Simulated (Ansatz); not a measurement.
SiGe:
```cif
data_Ge2Si2
_chemical_formula_sum 'Si2 Ge2'
_space_group_name_H-M_alt 'P 1'
_space_group_IT_number 1
_cell_length_a 3.91984
_cell_length_b 3.92570
_cell_length_c 5.53416
_cell_angle_alpha 90.000
_cell_angle_beta 90.000
_cell_angle_gamma 90.000
loop_
_space_group_symop_operation_xyz
  'x, y, z'
loop_
_atom_site_label
_atom_site_type_symbol
_atom_site_fract_x
_atom_site_fract_y
_atom_site_fract_z
_atom_site_occupancy
Si1 Si 0.75000 0.00000 0.88023 1
Si2 Si 0.25000 0.00000 0.11977 1
Ge1 Ge 0.25000 0.50000 0.36916 1
Ge2 Ge 0.75000 0.50000 0.63084 1
```

Relaxed with PBEsol.

**Question.** Which orbitals make up the states near the band edges in PBEsol in the plane-wave PAW code Ansatz?

**Answer.** Top 1 eV of the valence band: Ge 4p 55 %, Si 3p 42 %. Bottom 1 eV of the conduction band: Si 3p 32 %, Ge 4p 27 %, Ge 4s 20 %, Si 3s 10 %, outside the projected shells 11 %. Projections are on Löwdin-orthogonalised atomic valence shells; empty p or d shells of many metals are not among them.

**Question.** Tabulate the density of states.

**Answer.** States/eV per cell of 4 atoms, in 0.25 eV bins, energy from the valence-band maximum.

| E (eV) | total | Si 3p | Ge 4p | Si 3s |
|---|---|---|---|---|
| -7.85 | 0.78 | 0.17 | 0.14 | 0.20 |
| -7.60 | 1.35 | 0.34 | 0.26 | 0.32 |
| -7.35 | 2.02 | 0.55 | 0.44 | 0.44 |
| -7.10 | 1.88 | 0.53 | 0.45 | 0.44 |
| -6.85 | 1.41 | 0.38 | 0.36 | 0.37 |
| -6.60 | 1.11 | 0.30 | 0.29 | 0.31 |
| -6.35 | 0.93 | 0.26 | 0.25 | 0.26 |
| -6.10 | 0.83 | 0.23 | 0.22 | 0.23 |
| -5.85 | 0.78 | 0.23 | 0.20 | 0.21 |
| -5.60 | 0.70 | 0.21 | 0.18 | 0.18 |
| -5.35 | 0.57 | 0.18 | 0.14 | 0.14 |
| -5.10 | 0.49 | 0.17 | 0.12 | 0.12 |
| -4.85 | 0.47 | 0.17 | 0.12 | 0.10 |
| -4.60 | 0.46 | 0.19 | 0.13 | 0.08 |
| -4.35 | 1.33 | 0.64 | 0.57 | 0.07 |
| -4.10 | 2.44 | 1.11 | 1.12 | 0.12 |
| -3.85 | 2.27 | 0.99 | 1.04 | 0.13 |
| -3.60 | 1.94 | 0.87 | 0.86 | 0.11 |
| -3.35 | 2.62 | 1.27 | 1.14 | 0.10 |
| -3.10 | 2.51 | 1.24 | 1.09 | 0.08 |
| -2.85 | 2.90 | 1.41 | 1.32 | 0.08 |
| -2.60 | 2.88 | 1.42 | 1.28 | 0.08 |
| -2.35 | 2.76 | 1.37 | 1.23 | 0.07 |
| -2.10 | 2.42 | 1.16 | 1.14 | 0.05 |
| -1.85 | 2.39 | 1.08 | 1.21 | 0.04 |
| -1.60 | 2.22 | 0.94 | 1.20 | 0.03 |
| -1.35 | 1.90 | 0.76 | 1.08 | 0.02 |
| -1.10 | 1.42 | 0.55 | 0.83 | 0.02 |
| -0.85 | 0.87 | 0.37 | 0.47 | 0.01 |
| -0.60 | 0.57 | 0.24 | 0.31 | 0.01 |
| -0.35 | 0.30 | 0.12 | 0.17 | 0.00 |
| -0.10 | 0.05 | 0.02 | 0.03 | 0.00 |
| 0.15 | 0.00 | 0.00 | 0.00 | 0.00 |
| 0.40 | 0.09 | 0.03 | 0.03 | 0.00 |
| 0.65 | 0.40 | 0.12 | 0.12 | 0.03 |
| 0.90 | 0.79 | 0.25 | 0.22 | 0.07 |
| 1.15 | 1.23 | 0.40 | 0.32 | 0.14 |
| 1.40 | 1.94 | 0.62 | 0.51 | 0.25 |
| 1.65 | 2.91 | 0.95 | 0.77 | 0.39 |
| 1.90 | 3.02 | 1.03 | 0.76 | 0.42 |
| 2.15 | 2.77 | 0.94 | 0.72 | 0.41 |
| 2.40 | 2.20 | 0.67 | 0.66 | 0.30 |
| 2.65 | 2.04 | 0.62 | 0.65 | 0.22 |
| 2.90 | 1.93 | 0.61 | 0.60 | 0.20 |
| 3.15 | 2.90 | 1.00 | 0.98 | 0.24 |
| 3.40 | 3.72 | 1.23 | 1.35 | 0.26 |
| 3.65 | 3.21 | 1.06 | 1.18 | 0.23 |
| 3.90 | 2.62 | 0.88 | 0.94 | 0.16 |
| 4.15 | 2.43 | 0.79 | 0.87 | 0.14 |
| 4.40 | 2.33 | 0.75 | 0.78 | 0.14 |
| 4.65 | 2.73 | 0.89 | 0.87 | 0.15 |
| 4.90 | 2.53 | 0.78 | 0.76 | 0.15 |
| 5.15 | 2.43 | 0.74 | 0.69 | 0.15 |

Space group Pmma. The start of the workflow was typed in or built on a structure type; neither database checked (COD, Materials Project) lists it. Its standing as an ambient phase is unchecked. The cell was relaxed with PBEsol under the symmetry of its start; of distortions, only those at the zone centre were tested. Scalar-relativistic: spin–orbit coupling is off unless named, which matters more the heavier the elements.

Potentials: the later of the program's two PAW sets.
